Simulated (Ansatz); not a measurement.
Simulated powder pattern, Cu Kα, λ = 1.54184 Å (kinematic, ideal powder, no thermal factors, no anomalous dispersion; the 30 strongest lines at most, above 1 %, up to 2θ = 90°):

| 2θ (°) | d (Å) | I/Imax (%) |
|---|---|---|
| 28.09 | 3.176 | 14 |
| 40.15 | 2.246 | 100 |
| 49.72 | 1.834 | 4.2 |
| 58.08 | 1.588 | 17 |
| 65.74 | 1.420 | 5.8 |
| 72.96 | 1.297 | 35 |
| 86.71 | 1.123 | 12 |

The pattern belongs to a structure relaxed with plane-wave PAW PBE (Ansatz code).

### Question
Pick the material that matches.
A) Sn2Pt, cubic Laves (MgCu2 type)
B) MoIr, L1₀ or tetragonal B2
C) SiC, CsCl type
D) MoPt, CsCl type

### Answer
D, MoPt, CsCl type

### Question
Give the lattice parameters.

### Answer
a = 3.176 Å.

Space group Pm-3m (CsCl type). The start of the workflow was typed in or built on a structure type; neither database checked (COD, Materials Project) lists it. Its standing as an ambient phase is unchecked. The PBE relaxation kept the symmetry of its start; whether a distortion lowers the energy is not shown. No spin polarisation was allowed. Its formation energy is positive at this level, so the cell may be metastable or incomplete. Spin–orbit coupling is left out wherever it is not named.

Potentials: the earlier of the program's two PAW sets.
